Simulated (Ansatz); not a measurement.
Density of states of a LiMgZn3Cu4Si3 cell (elements on a hcp lattice, relaxed), per eV and atom, broadened by Gaussian smearing of width 0.1 eV and averaged over bins of 0.3 eV, from 8 eV under the Fermi level at most up to where the solved bands end.

All numbers below come from DFT PBE, scalar-relativistic, plane waves, PAW in Ansatz 0.2.0.

Plane waves to 420 eV, a k mesh through Γ of 7×5×6 on the computed 12-atom cell and Gaussian smearing (0.10 eV); no spin polarisation.

```
Li Mg Si Cu Zn
1.0
     3.72935    2.26876    0.14173
    -0.03243    4.87693    4.38135
     4.26677   -2.89602    4.86418
Li Mg Si Cu Zn
1 1 3 4 3
Direct
  0.53197 0.46964 0.77012
  0.05414 0.25824 0.99043
  0.13297 0.57233 0.50651
  0.99163 0.01391 0.69776
  0.47058 0.62178 0.14242
  0.03461 0.95391 0.32676
  0.54829 0.77794 0.46257
  0.92512 0.79651 0.04385
  0.40961 0.18903 0.61211
  0.48155 0.16777 0.23395
  0.83306 0.36293 0.38958
  0.56235 0.83006 0.81819
```

```csv
E − E_F (eV),total,Cu 3d,Zn 3d,Si 3p,Cu 4s
-7.90,2.506,0.031,2.257,0.086,0.053
-7.60,2.785,0.032,2.598,0.051,0.029
-7.30,2.426,0.036,2.245,0.045,0.026
-7.00,0.570,0.018,0.416,0.037,0.019
-6.70,0.254,0.019,0.087,0.044,0.022
-6.40,0.276,0.031,0.058,0.067,0.024
-6.10,0.220,0.031,0.029,0.065,0.023
-5.80,0.274,0.055,0.025,0.086,0.028
-5.50,0.317,0.084,0.022,0.101,0.032
-5.20,0.349,0.122,0.017,0.100,0.034
-4.90,0.469,0.216,0.017,0.125,0.037
-4.60,0.769,0.464,0.021,0.167,0.037
-4.30,1.004,0.738,0.020,0.150,0.028
-4.00,1.752,1.488,0.025,0.136,0.029
-3.70,1.909,1.679,0.021,0.111,0.025
-3.40,2.004,1.764,0.017,0.112,0.031
-3.10,1.980,1.762,0.016,0.099,0.030
-2.80,1.296,1.078,0.010,0.101,0.034
-2.50,0.648,0.410,0.006,0.117,0.026
-2.20,0.506,0.237,0.006,0.137,0.026
-1.90,0.413,0.143,0.005,0.146,0.023
-1.60,0.355,0.096,0.004,0.135,0.023
-1.30,0.328,0.073,0.004,0.125,0.024
-1.00,0.319,0.060,0.004,0.125,0.021
-0.70,0.314,0.049,0.004,0.126,0.022
-0.40,0.310,0.042,0.003,0.118,0.021
-0.10,0.290,0.034,0.003,0.107,0.020
0.20,0.292,0.029,0.002,0.095,0.026
0.50,0.290,0.025,0.002,0.083,0.027
0.80,0.299,0.021,0.002,0.075,0.033
1.10,0.331,0.020,0.002,0.085,0.041
1.40,0.372,0.020,0.002,0.090,0.046
1.70,0.343,0.016,0.002,0.082,0.044
2.00,0.374,0.014,0.002,0.083,0.049
2.30,0.347,0.011,0.002,0.075,0.042
```

The columns after the total are the largest Löwdin projections on the valence shells of the potentials, so they needn't add up, and the weight of a shell that a potential lacks goes to other orbitals. The cell has no gap on the mesh.

The relaxation stopped before its thresholds.

Cost: 2 runs of about 9.7 core-minutes in all (earlier runs that led there not counted), on Arm Neoverse V1 (shared hosts).